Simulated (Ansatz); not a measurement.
Single point in Ansatz 0.2.0 with r2SCAN, no spin polarisation. Cutoff 500 eV, PAW datasets, 5×5×9 Γ-centred k mesh, fermi-dirac filling (width 0.072 eV).

Computed maps in the lattice plane spanned by a (left to right, 6.55 Å, 20 points from zero) and b (bottom to top, 6.55 Å, 20 points from zero), 90° apart, at height 0.000 along c. The fields are smooth PAW ones with compensation charges, not the true ones near nuclei.

Valence density. Digits on a logarithmic scale: 0 up to 0.03 e/Å³, each further digit a factor of 1.6, 9 from 1.3 e/Å³ up:
```
99966665567665555699
99766653256654444579
76555653356544444566
55445665566544445566
55444566665544456666
65444455665544566556
65444445667655565335
66544445799976665325
76655556999996666556
77666557999997556667
76556666999996555566
65235666799975444456
65335655567665444445
66556654455665544445
56666544455666654445
56655444456655665445
76654444456533565556
99754444566523566679
99965555667655666699
99975566677766655799
```

ELF. Ten even steps from '0' (0.00) to '9' (0.84):
```
00225752379975543220
12226733337753222222
22236743326531123322
43235764356521135665
64223577776422357777
65211356654323576435
65311233222223674332
77532222221222673333
99755432200022575237
99766642100012466679
97325752200022345579
73333762221222222357
62334763222223321135
65346753234566531125
67777532246777753224
45665311256534675323
22233211356233476322
12222223577333376222
00223455799732575220
00124666799976664210
```

**Question.** The cell is InSi2Ru2. Which atoms lie within 0.2 Å of this plane, and where (fractions of a and b)?

**Answer.** In at (0.00, 0.00), In at (0.50, 0.50), Si at (0.38, 0.88), Si at (0.12, 0.38), Si at (0.62, 0.12), Si at (0.88, 0.62). The whole cell:
```xyz
10
Lattice="6.5548 0.0000 0.0000 0.0000 6.5548 0.0000 0.0000 0.0000 3.7864" Properties=species:S:1:pos:R:3 pbc="T T T"
Ru    1.1710    4.4484    1.8932
Ru    2.1065    1.1710    1.8932
Ru    5.3839    2.1065    1.8932
Ru    4.4484    5.3839    1.8932
In    0.0000    0.0000    0.0000
In    3.2774    3.2774    0.0000
Si    2.4900    5.7674    0.0000
Si    0.7874    2.4900    0.0000
Si    4.0649    0.7874    0.0000
Si    5.7674    4.0649    0.0000
```

Origin: a known structure type with other elements, at an estimated volume, so it need not be a known compound.
